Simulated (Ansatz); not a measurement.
Total density of states per atom from the program Ansatz at the PBE level (PAW), in 0.25 eV bins, energy from the valence-band maximum:

```
E (eV) | states/eV/atom
    -7.85 |  0.00
    -7.60 |  0.06
    -7.35 | # 0.30
    -7.10 | ###### 1.36
    -6.85 | ## 0.48
    -6.60 | ############################## 7.23
    -6.35 | ##### 1.13
    -6.10 | ## 0.57
    -5.85 | ## 0.38
    -5.60 | # 0.31
    -5.35 | # 0.16
    -5.10 | # 0.18
    -4.85 | ## 0.37
    -4.60 | # 0.32
    -4.35 | # 0.26
    -4.10 | # 0.16
    -3.85 | # 0.26
    -3.60 | ### 0.62
    -3.35 | ### 0.63
    -3.10 | ### 0.65
    -2.85 | ### 0.72
    -2.60 | ### 0.67
    -2.35 | ### 0.74
    -2.10 | ### 0.62
    -1.85 | ### 0.72
    -1.60 | ### 0.73
    -1.35 | ## 0.56
    -1.10 | ## 0.59
    -0.85 | ### 0.64
    -0.60 | # 0.33
    -0.35 | # 0.19
    -0.10 |  0.07
     0.15 |  0.00
     0.40 |  0.00
     0.65 |  0.00
     0.90 |  0.00
     1.15 |  0.03
     1.40 | # 0.21
     1.65 | ### 0.62
     1.90 | ### 0.74
     2.15 | ## 0.53
     2.40 | ## 0.45
     2.65 | ## 0.56
     2.90 | ## 0.57
     3.15 | ## 0.45
     3.40 | ## 0.42
     3.65 | ### 0.70
     3.90 | ### 0.82
     4.15 | #### 0.85
     4.40 | ### 0.72
     4.65 | ## 0.59
     4.90 | ### 0.65
     5.15 | ### 0.63
     5.40 | ### 0.68
```

Problem. Which of these materials gives this?
A. ZnSnP2, chalcopyrite
B. ZnGeP2, chalcopyrite
C. TiSnS, P4/nmm (Ti on 2c, Sn on 2a, S on 2c)
D. ZnS, 6H polytype

Solution. A, ZnSnP2, chalcopyrite. Top 1 eV of the valence band: P 3p 84 %, Sn 5p 5 %. Bottom 1 eV of the conduction band: P 3p 42 %, Sn 5s 23 %, Sn 5p 13 %, P 3s 9 %, outside the projected shells 9 %. Projections are on Löwdin-orthogonalised atomic valence shells; empty p or d shells of many metals are not among them.

Space group I-42d (chalcopyrite). The cell was relaxed with PBE under the symmetry of its start. Spin–orbit coupling is left out wherever it is not named.

Potentials: the later of the program's two PAW sets.
